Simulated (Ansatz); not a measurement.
Data:

PbSe (rock salt)

```xyz
2
Lattice="0.0000 3.0508 3.0508 3.0508 0.0000 3.0508 3.0508 3.0508 0.0000" Properties=species:S:1:pos:R:3 pbc="T T T"
Se     0.0000     0.0000     0.0000
Pb     3.0508     3.0508     3.0508
```

Equation-of-state scan: isotropic scaling of the cell above, V₀ being its volume. Symmetry pins the atoms to their sites.

Calculation: PBEsol (plane waves to 420 eV, PAW, scalar-relativistic; Ansatz, a program for electronic structure). k mesh 10×10×10 (Γ-centred), Fermi-Dirac smearing 0.05 eV. The energy includes the smearing's −TS. Stress and pressure are positive under compression. PbSe was relaxed with its symmetry unable to fall. Spin-orbit coupling is left out, though Pb is heavy. ΔE is measured from the relaxed starting cell.

The scan covers V/V₀ from 0.900 to 1.100 in 13 points.

What is the fitted pressure derivative B₀′?

4.3.

What bulk modulus B₀ follows from a third-order Birch-Murnaghan fit?

53.3 GPa.

(A scan under strain: stresses follow from slopes of the energy per volume, elastic moduli from its curvatures.)
